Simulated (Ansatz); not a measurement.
Given:

CaO:
```
CELL_PARAMETERS angstrom
      4.16887     0.00000     0.00000
      0.00000     4.16887     0.00000
      0.00000     0.00000     3.19549
ATOMIC_POSITIONS crystal
  Ca 0.50000 0.00000 0.29331
  Ca 0.00000 0.50000 0.70669
  O  0.00000 0.00000 0.00000
  O  0.50000 0.50000 0.00000
```

This is the r²SCAN-relaxed structure.

Task: All from plane-wave PAW r²SCAN (Ansatz code), unless another level is named. Predict the smallest direct gap on the standard path.

Result: 4.21 eV.

Task: Give the electron effective mass.

Result: 0.47 mₑ (isotropic).

Task: And the formation energy from the elements (no fitted shifts)?

Result: -2.80 eV/atom.

Task: Predict the band gap.

Result: 4.06 eV (indirect).

Space group P4/nmm. The start of the workflow was typed in or built on a structure type; neither database checked (COD, Materials Project) lists it. It is not the phase usual at ambient conditions (space group No. 225). The r²SCAN relaxation kept the symmetry of its start; its stability against distortions is not shown here. The volume moved by -17 % from the start of the relaxation. The references are the lowest solids computed at this level, not always the standard phases (solids in place of the gases).

Potentials: the earlier of the program's two PAW sets.
